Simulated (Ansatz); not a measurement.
NbAgO3:
```yaml
crystal:
  lattice:
    - [3.91806, 0.00000, 0.00000]
    - [0.00000, 3.91806, 0.00000]
    - [0.00000, 0.00000, 3.91806]
  atoms:
    - { symbol: Nb, position: [0.00000, 0.00000, 0.00000] }
    - { symbol: Ag, position: [0.50000, 0.50000, 0.50000] }
    - { symbol: O, position: [0.50000, 0.00000, 0.00000] }
    - { symbol: O, position: [0.00000, 0.50000, 0.00000] }
    - { symbol: O, position: [0.00000, 0.00000, 0.50000] }
```

This is the LDA-relaxed structure.

Q: All from the program Ansatz at the LDA level (PAW), unless another level is named. Estimate the band gap.

A: 1.41 eV (indirect).

Q: Next, the smallest direct gap on the standard path?

A: 1.58 eV.

Q: And the hole effective mass?

A: 1.2, 1.2, 3.2 mₑ (principal values).

Q: What about the valence-band maximum?

A: at M.

Q: Next, the weight of the conduction-edge state by species (Voronoi cells)?

A: Nb 73 %, O 26 %.

Q: Predict the weight of the valence-edge state by species (Voronoi cells).

A: O 77 %, Ag 22 %.

Space group Pm-3m (cubic perovskite). The first step of the workflow began from a Materials Project structure, measured or hypothetical; the Crystallography Open Database copy checked does not list it. COD files the formula under space group No. 57, so this cell is another polymorph or a model. Its standing as an ambient phase is unchecked. The cell was relaxed with LDA under the symmetry of its start. At this level the phase is dynamically unstable (imaginary phonons). No spin polarisation was allowed. Scalar-relativistic: spin–orbit coupling is off unless named, which matters more the heavier the elements.

Potentials: the later of the program's two PAW sets.
